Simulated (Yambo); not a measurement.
Absorption of RbH (rock salt, space group Fm-3m, No. 225) with and without the electron-hole interaction (Yambo, PBEsol bands; 10×10×10 mesh, 1 valence and 6 conduction bands, static screening with 24 bands and a 4 Ry block, scissor 2.54 eV, Tamm-Dancoff; field along x).

| E (eV) | Im ε, BSE | Im ε, independent quasiparticles |
|---|---|---|
| 3.65 | 0.28 | 0.04 |
| 3.75 | 0.34 | 0.05 |
| 3.85 | 0.42 | 0.05 |
| 3.95 | 0.54 | 0.05 |
| 4.05 | 0.72 | 0.06 |
| 4.15 | 1.00 | 0.07 |
| 4.25 | 1.50 | 0.07 |
| 4.35 | 2.47 | 0.08 |
| 4.45 | 4.52 | 0.09 |
| 4.55 | 8.23 | 0.10 |
| 4.65 | 9.05 | 0.12 |
| 4.75 | 5.54 | 0.14 |
| 4.85 | 3.56 | 0.16 |
| 4.95 | 3.10 | 0.20 |
| 5.05 | 2.69 | 0.27 |
| 5.15 | 2.18 | 0.38 |
| 5.25 | 2.32 | 0.55 |
| 5.35 | 2.75 | 0.68 |
| 5.45 | 2.73 | 0.94 |
| 5.55 | 2.42 | 1.41 |
| 5.65 | 2.39 | 1.59 |
| 5.75 | 2.26 | 1.68 |
| 5.85 | 2.00 | 1.69 |
| 5.95 | 1.76 | 1.73 |
| 6.05 | 1.68 | 1.66 |
| 6.15 | 1.44 | 1.78 |
| 6.25 | 1.24 | 2.02 |
| 6.35 | 1.39 | 2.50 |
| 6.45 | 1.68 | 2.43 |
| 6.55 | 1.62 | 2.55 |
| 6.65 | 1.27 | 2.98 |
| 6.75 | 1.08 | 2.69 |
| 6.85 | 1.07 | 2.27 |
| 6.95 | 1.16 | 2.11 |
| 7.05 | 1.21 | 2.07 |
| 7.15 | 1.19 | 2.35 |
| 7.25 | 1.19 | 2.38 |
| 7.35 | 1.19 | 2.34 |
| 7.45 | 1.19 | 1.98 |
| 7.55 | 1.30 | 1.67 |
| 7.65 | 1.30 | 1.68 |
| 7.75 | 1.39 | 2.10 |
| 7.85 | 1.35 | 2.48 |
| 7.95 | 1.55 | 2.70 |
| 8.05 | 1.54 | 2.69 |
| 8.15 | 1.57 | 2.50 |
| 8.25 | 1.99 | 2.25 |
| 8.35 | 2.07 | 1.96 |
| 8.45 | 1.87 | 1.72 |
| 8.55 | 1.50 | 1.49 |
| 8.65 | 1.20 | 1.20 |
| 8.75 | 0.82 | 1.07 |
| 8.85 | 0.64 | 1.14 |
| 8.95 | 0.60 | 1.27 |
| 9.05 | 0.51 | 1.33 |
| 9.15 | 0.46 | 1.44 |
| 9.25 | 0.40 | 1.70 |
| 9.35 | 0.38 | 2.02 |
| 9.45 | 0.41 | 2.32 |
| 9.55 | 0.39 | 2.72 |
| 9.65 | 0.38 | 2.74 |
| 9.75 | 0.34 | 2.14 |
| 9.85 | 0.33 | 1.78 |
| 9.95 | 0.43 | 1.76 |
| 10.05 | 0.56 | 1.63 |
| 10.15 | 0.66 | 1.24 |
| 10.25 | 0.77 | 0.88 |
| 10.35 | 0.70 | 0.74 |
| 10.45 | 0.56 | 0.78 |
| 10.55 | 0.44 | 0.86 |

The scissor comes from a G0W0 run whose convergence isn't established. Broadening 0.15 eV. The band window holds all transitions up to 13.1 eV. Fine structure above the onset can come from the mesh.

Geometry of the Materials Project entry, not relaxed at this level; primitive cell a = b = c = 4.2484 Å, α = β = γ = 60.00°.
